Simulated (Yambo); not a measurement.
```
CELL_PARAMETERS angstrom
      3.74731     0.00000     0.00000
     -1.87366     3.24527     0.00000
      0.00000     0.00000     8.89903
ATOMIC_POSITIONS crystal
  O  0.44492 0.44492 0.50000
  O  0.55508 0.00000 0.16667
  O  0.00000 0.55508 0.83333
  Hg 0.76533 0.76533 0.00000
  Hg 0.23467 0.00000 0.66667
  Hg 0.00000 0.23467 0.33333
```

HgO (space group P3_221, No. 154): mean Im ε in 1 eV windows above the direct gap of 2.37 eV, for different electron-hole kernels (Yambo, broadening 0.15 eV, PBEsol (Quantum ESPRESSO, PseudoDojo norm-conserving, 84 Ry, without SOC) bands; 6×6×2 mesh, 18 valence and 6 conduction bands, static screening with 79 bands and a 3 Ry block, scissor 1.05 eV, Tamm-Dancoff; field along x).

```tsv
window (eV)	independent quasiparticles	RPA (no attraction)	BSE
2.4 to 3.4	0.8	0.7	2.5
3.4 to 4.4	3.5	2.2	3.9
4.4 to 5.4	5.4	3.7	4.1
5.4 to 6.4	4.3	4.0	3.2
6.4 to 7.4	3.8	3.1	4.6
```

This run doesn't resolve bound excitons or single peaks, so only averages are given, and they too depend on the mesh; weight that the attraction moves below the gap isn't listed. All transitions below 7.80 eV are in the band window. The scissor comes from a G0W0 run whose convergence isn't established.

Spin-orbit coupling is left out, which matters for elements this heavy: edges can move by tenths of an eV.

Geometry of the Materials Project entry, not relaxed at this level.

The structure is a Materials Project entry; no match was found in the copy of COD used, and its stability was not checked.

The distance between layers or molecules is the database entry's, not relaxed here. Functionals without dispersion can leave it too large, which widens gaps and weakens the response across layers: the numbers belong to this cell.
